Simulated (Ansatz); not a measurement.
ZrCo6Ge6 in space group P6/mmm (No. 191; Pearson symbol hP13) at seven volumes, plane-wave PAW r²SCAN (Ansatz code), shape and atoms relaxed at each. One row is withheld.

```csv
V (Å³/atom),P (GPa)
11.746,21.73
12.133,13.22
12.521,6.05
12.908,0.00
13.295,-5.11
13.682,?
14.070,-12.98
```

### Question
Fit the shown pressures and predict the withheld one.

### Answer
P = (3/2)B₀(x^(7/2) − x^(5/2))[1 + (3/4)(B′ − 4)(x − 1)] with x = (V₀/V)^(2/3). Least squares on the six rows gives V₀ = 12.908 Å³/atom, B₀ = 184 GPa, B′ = 4.70. At V = 13.682, x = 0.9619 and P = -9.35 GPa. The run itself gave -9.39 GPa.

The workflow started from an entry of the Crystallography Open Database (COD). Whether it is the stable phase at ambient conditions was not checked. Symmetry was held in the r²SCAN relaxation; whether a distortion lowers the energy is not shown. The workflow began spin-polarised and lost its moments.

Potentials: the later of the program's two PAW sets.
